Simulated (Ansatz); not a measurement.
# Profile along the Lu–Lu line in Lu (hcp, Mg type)

Lu (hcp, Mg type)

```cif
data_Lu2
_chemical_formula_sum 'Lu2'
_space_group_name_H-M_alt 'P 1'
_space_group_IT_number 1
_cell_length_a 3.44514
_cell_length_b 3.44514
_cell_length_c 5.34885
_cell_angle_alpha 90.000
_cell_angle_beta 90.000
_cell_angle_gamma 120.000
loop_
_space_group_symop_operation_xyz
  'x, y, z'
loop_
_atom_site_label
_atom_site_type_symbol
_atom_site_fract_x
_atom_site_fract_y
_atom_site_fract_z
_atom_site_occupancy
Lu1 Lu 0.33333 0.66667 0.75000 1
Lu2 Lu 0.66667 0.33333 0.25000 1
```

Fields along a shortest Lu–Lu line of a (-1 1 0 2) plane (3.45 Å), from Lu to Lu, interpolated on the slice's grid (step about 0.3 Å). The numbers are results of PBEsol (plane waves to 420 eV, PAW, scalar-relativistic; Ansatz, a first-principles code), not measurements. k mesh 16×16×9. These are valence fields of a PAW run, semicore shells included where kept as valence: close to a nucleus they are smooth pseudo fields. Lu is run without spin polarisation. Lu was relaxed with its symmetry unable to fall.

```
distance from Lu (Å)  valence electron density (e/Å³)  electron localisation function
--------------------  -------------------------------  ------------------------------
0.00                                            47.50                               x
0.17                                            39.41                               x
0.35                                            23.39                               x
0.52                                            10.54                            0.87
0.69                                             3.88                            0.77
0.86                                             1.32                            0.56
1.04                                             0.49                            0.28
1.21                                             0.23                            0.12
1.38                                             0.15                            0.12
1.55                                             0.13                            0.19
1.73                                             0.12                            0.24
1.90                                             0.13                            0.19
2.07                                             0.15                            0.12
2.24                                             0.23                            0.12
2.42                                             0.49                            0.28
2.59                                             1.32                            0.56
2.76                                             3.88                            0.77
2.93                                            10.54                            0.87
3.11                                            23.39                               x
3.28                                            39.41                               x
3.45                                            47.50                               x
```

x: too close to a nucleus for the ELF to mean much.

Density on the Lu–Lu line (3.45 Å) at its midpoint: 0.12 e/Å³. ELF at that point: 0.24.
